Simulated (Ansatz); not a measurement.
A: AlN (wurtzite), a = 3.107 Å, b = 3.107 Å, c = 4.979 Å, α = 90.00°, β = 90.00°, γ = 120.00°
B: Hf (hcp, Mg type), a = 3.1979 Å, b = 3.1979 Å, c = 5.0473 Å, α = 90.00°, β = 90.00°, γ = 120.00°
C: La₂O₃ (A-La2O3 type, space group P-3m1), a = b = 3.9353 Å, c = 6.1263 Å, α = β = 90.00°, γ = 120.00°

Scan: energy over volume and axial ratio (atoms clamped). All come from one method, each on a k mesh of its own. All were relaxed with their symmetry unable to fall. Hf is run without spin polarisation. La2O3 is run without spin polarisation. Spin-orbit coupling is left out.

Question: Put the candidates in order of modulus against c/a change at fixed volume, (3/4V)·∂²E/∂(ln c/a)² (fitted), lowest first, for r2SCAN (plane waves to 500 eV, PAW, scalar-relativistic; Ansatz, a program for electronic structure).

Answer: C (49 GPa), B (69 GPa), A (209 GPa)

(Under strain, the slope of the energy per volume gives the stress and its curvature an elastic modulus.)
